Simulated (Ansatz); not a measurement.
Mg (hcp, Mg type)

```
Mg
1.0
    3.18642     0.00000     0.00000
   -1.59321     2.75952     0.00000
    0.00000     0.00000     5.22378
Mg
2
Cartesian
  0.00000   1.83968   3.91784
  1.59321   0.91984   1.30595
```

The slice is a (-1 1 0 2) plane (indices of the conventional cell) through the point (0.667, 0.333, 0.250) (fractional), spanned by u = [110] and v = [1 -1 1] in vectors of this cell: u (3.19 Å) and v (7.60 Å, at 90° to u). It covers one period; positions are fractions (u, v).

Level of theory: PBE (plane waves to 420 eV, PAW, scalar-relativistic; Ansatz, a program for electronic structure). k mesh 17×17×9. These are valence fields of a PAW run, semicore shells included where kept as valence: close to a nucleus they are smooth pseudo fields. Mg was relaxed with its symmetry unable to fall.

Q: Predict the map of the electron localisation function (ELF) on the slice.

A: 
```
|xx55004477440055|
|1100005566550000|
|1133556655665533|
|7777665555556677|
|6677666655666677|
|0011556666665511|
|1100117788771100|
|4411007799770011|
|2200008899880000|
|0000449999994400|
|3344889999998844|
|6666778877887766|
|5566666655666666|
|5555665555556655|
|5566667766776666|
|6666778888887766|
|1133778899887733|
|1100118899881100|
|xx55005599550055|
|xxxx0033883300xx|
```
Scale: ten equal steps from 0.05 (start of '0') to 0.69 (end of '9'), in the order '0123456789'. Values: electron localisation function (ELF). The map has 8 points along u (two characters each, u = 0 at the left) and 20 along v (v = 0 in the bottom row). Points within 0.5 Å of a nucleus are blanked (x), as the pseudised field means little there.
